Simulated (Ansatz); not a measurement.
# Structure relaxation, Pd

The start is a generated cell, Pd placed in the dhcp structure type. A full variable-cell relaxation at zero pressure is run with r2SCAN (plane waves to 500 eV, PAW, scalar-relativistic; Ansatz, a program for electronic structure). The first steps use a coarse 13×13×4 k-mesh.

Starting cell:
```yaml
crystal:
  lattice:
    - [2.76439, 0.00000, 0.00000]
    - [-1.38220, 2.39403, 0.00000]
    - [0.00000, 0.00000, 8.89445]
  atoms:
    - { symbol: Pd, position: [0.00000, 0.00000, 0.00000] }
    - { symbol: Pd, position: [0.00000, 0.00000, 0.50000] }
    - { symbol: Pd, position: [0.33333, 0.66667, 0.25000] }
    - { symbol: Pd, position: [0.66667, 0.33333, 0.75000] }
```

What pressure does the first self-consistent step give?

+3.7 GPa (positive: the cell is compressed).

By how much does the energy per atom fall from start to end?

0.01 eV/atom.

How does the volume per atom move from start to end?

+1.9 %, from 14.72 to 14.99 Å³/atom.

Write out the relaxed structure.


```cif
data_Pd4
_chemical_formula_sum 'Pd4'
_space_group_name_H-M_alt 'P63/mmc'
_space_group_IT_number 194
_space_group_name_Hall '-P 6c 2c'
_cell_length_a 2.75658
_cell_length_b 2.75658
_cell_length_c 9.11357
_cell_angle_alpha 90.000
_cell_angle_beta 90.000
_cell_angle_gamma 120.000
loop_
_atom_site_label
_atom_site_type_symbol
_atom_site_symmetry_multiplicity
_atom_site_Wyckoff_symbol
_atom_site_fract_x
_atom_site_fract_y
_atom_site_fract_z
_atom_site_occupancy
Pd1 Pd 2 a 0.00000 0.00000 0.00000 1
Pd2 Pd 2 c 0.33333 0.66667 0.25000 1
```

The space group stays P6₃/mmc (No. 194) (the run could not lower it); the end is AFLOW prototype A_hP4_194_ac (A3', as in La), with 4 atoms in the primitive cell. Final values are on a 19×19×5 k-mesh of the relaxed cell. No spin polarisation in the result.

The run could not lose the symmetry of its start, so the end can be a saddle point.

All atoms sit on sites fixed by symmetry, so only the cell could relax.

The relaxed structure here is a generated cell of Pd: the first start was made by placing the elements on the sites of a structure type, and the end was not matched to a known phase here, so it may be hypothetical. Known forms of Pd include space group No. 225.
